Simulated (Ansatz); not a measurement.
All numbers below come from DFT PBE, scalar-relativistic, plane waves, PAW in Ansatz 0.2.0. Cutoff 420 eV, Γ-centred meshes of about 0.25 Å⁻¹ or finer for metals and 0.3 Å⁻¹ for insulators (2π included), Gaussian smearing. These runs have no spin polarisation.

Temperature and zero-point effects are left out.

Compare these two cells of Mg2Ti3O3, each relaxed at this level.

A.

```
Mg Ti O
1.0
     3.24048    0.00000    0.00000
     0.00000    3.24048    0.00000
     0.00000    0.00000    9.45583
Mg Ti O
2 3 3
Direct
  0.50000 0.50000 0.50000
  0.00000 0.00000 0.00000
  0.00000 0.00000 0.26645
  0.00000 0.00000 0.73355
  0.50000 0.50000 0.00000
  0.50000 0.50000 0.29119
  0.50000 0.50000 0.70881
  0.00000 0.00000 0.50000
```

B.

```
Mg Ti O
1.0
     6.53640    0.00000    0.00000
    -3.26820    5.66069    0.00000
     0.00000    0.00000    2.77843
Mg Ti O
2 3 3
Direct
  0.00000 0.00000 0.50000
  0.66667 0.33333 0.00000
  0.58960 0.79480 0.00000
  0.20520 0.79480 0.00000
  0.20520 0.41040 0.00000
  0.99610 0.49805 0.50000
  0.50195 0.49805 0.50000
  0.50195 0.00390 0.50000
```

Question: Which form is favoured at zero pressure, and by what margin per atom?

Answer: B is lower, by 165 meV/atom. A has space group P4/mmm (No. 123), 12.4 Å³/atom and no gap on its mesh; B has space group P-6m2 (No. 187), 12.9 Å³/atom and no gap. Counting O atoms around Mg and Ti (those within 1.25 times the shortest such distance or 1.15 times the sum of covalent radii; a plus sign parts nearer from farther groups; the shortest distance is added where it is long for a bond; a slash parts the counts of unlike sites), A has Mg 2+4/8 from 3.6 Å, Ti 2 from 2.8 Å/5 and B has Mg 6/6 from 3.3 Å, Ti 4. The lower one is the more open, so pressure narrows the difference. Both come from trial cells of a structure search, whose lowest cell (P1, 13.3 Å³/atom) lies 0.37 eV/atom below the lower of the two.

Trial moments fell under 0.15 μB along the way in P4/mmm and P-6m2; another start might hold them. With atoms moved at random, B (by 0.37 eV/atom) fell into a lower structure. A had no clear such test and can be a saddle point. Some types were kept out of the candidates beforehand, so the set may lack a known form.
